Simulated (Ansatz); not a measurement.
## Relaxing a structure of HfN

The start is a generated trial cell of HfN in the AFLOW prototype AB_tP4_129_a_c (B10, as in PbO). Cell shape, volume and atoms are optimised at zero target pressure with PBEsol (plane waves to 420 eV, PAW, scalar-relativistic; Ansatz, a quantum-chemistry and plane-wave program). First-step values are on the input's coarse k-mesh.

Ansatz input (later rounds restart from its end on a renewed k-mesh):
Ansatz 0.2 input:
```yaml
crystal:
  lattice:
    - [3.6226008, 0, 0]
    - [0, 3.6226008, 0]
    - [0, 0, 4.5647786]
  atoms:
    - { symbol: Hf, position: [0.5, 0, 0.2368] }
    - { symbol: Hf, position: [0, 0.5, 0.7632] }
    - { symbol: N, position: [0, 0, 0] }
    - { symbol: N, position: [0.5, 0.5, 0] }
basis: { ecutwfc: 420, ecutrho_ratio: 4, xc_grid: 2, fft_grid_basis: typed }
kpoints: { mp_grid: { grid: [6, 6, 5] } }
hamiltonian:
  xc: pbesol
  dispersion: none
  pseudopotentials: { kind: paw }
scf: { occupations: { method: fermi_dirac, width: 0.05 } }
relax: { f_tol: 0.01, max_steps: 100, cell: { stress_tol: 0.02 } }
output: { forces: true, stress: true }
```

Task: Which atoms feel the largest initial force, and how large is it?

Result: About 2.6 eV/Å, on Hf1, Hf2 (atoms numbered as listed).

Task: How much energy is released per atom?

Result: 0.23 eV/atom.

Task: How does the volume per atom move from start to end?

Result: +15.1 %, from 14.98 to 17.23 Å³/atom.

Task: How do the shortest distances between atoms change?

Result: The closest pairs of elements (up to four, under 3.6 Å), start → end: Hf–N 2.11 → 2.09 Å; N–N 2.56 → 2.71 Å; Hf–Hf 3.35 → 3.19 Å.

Task: Is the relaxed structure metallic? Give its gap.

Result: No gap (metallic).

Task: What does it relax into? Give the structure.

Result: 
Space group P4/nmm, origin choice 1 (No. 129); a = b = 3.8255 Å, c = 4.7098 Å, α = β = γ = 90.00°

| atom | site | symmetry | x | y | z |
|---|---|---|---|---|---|
| Hf | 2c | 4mm | 0.5000 | 0.0000 | 0.1787 |
| N | 2a | -4m2 | 0.0000 | 0.0000 | 0.0000 |

The space group stays P4/nmm (No. 129) (the run could not lower it); the end is AFLOW prototype AB_tP4_129_a_c (B10, as in PbO), with 4 atoms in the primitive cell. Final values are on a 12×12×10 k-mesh of the relaxed cell. No spin polarisation in the result.

The run could not lower the symmetry of its start; a shaken copy of this end point relaxes with PBEsol to I4/mmm (No. 139), 0.10 eV/atom lower.

The relaxed structure here is a generated cell of HfN: the first start was made by placing the elements on the sites of a structure type, and the end was not matched to a known phase here, so it may be hypothetical. Known forms of HfN include space group No. 225.
